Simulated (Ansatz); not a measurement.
SrGaHO2:
```yaml
crystal:
  lattice:
    - [3.99366, 0.00000, 0.00000]
    - [0.00000, 3.99366, 0.00000]
    - [0.00000, 0.00000, 3.62679]
  atoms:
    - { symbol: Sr, position: [0.50000, 0.50000, 0.50000] }
    - { symbol: Ga, position: [0.00000, 0.00000, 0.00000] }
    - { symbol: O, position: [0.50000, 0.00000, 0.00000] }
    - { symbol: O, position: [0.00000, 0.50000, 0.00000] }
    - { symbol: H, position: [0.00000, 0.00000, 0.50000] }
```

Relaxed with PBE. Special points in fractions of this cell's reciprocal vectors: Γ (0.000, 0.000, 0.000); X (0.000, 0.500, 0.000); M (0.500, 0.500, 0.000); Z (0.000, 0.000, 0.500); R (0.000, 0.500, 0.500); A (0.500, 0.500, 0.500).

### Question
List the band energies nearest the valence-band maximum at these points for PBE (plane waves, PAW; program Ansatz).

### Answer
In eV from the valence-band maximum; about four levels below and three above (degenerate sets whole), none deeper than 8.9 eV; points with the same levels are listed once.

| k | below | above |
|---|---|---|
| Γ | -2.02 -0.96 -0.70 -0.70 | 4.73 5.74 6.67 |
| X | -2.12 -1.22 -1.15 -0.40 | 4.00 6.11 6.37 |
| M | -1.68 -1.68 -0.57 -0.33 -0.18 | 5.20 6.31 6.31 |
| Z | -2.13 -1.11 -1.11 -0.17 | 0.58 7.87 8.10 |
| R | -2.58 -1.99 -1.39 -0.59 | 4.60 5.41 6.93 |
| A | -1.62 -1.62 -0.53 0.00 | 6.48 6.48 6.71 |

Space group P4/mmm. The start of the workflow was typed in or built on a structure type; neither database checked (COD, Materials Project) lists it. Its standing as an ambient phase is unchecked. The PBE relaxation kept the symmetry of its start; whether a distortion lowers the energy is not shown. Spin–orbit coupling is left out wherever it is not named.

Potentials: the earlier of the program's two PAW sets.
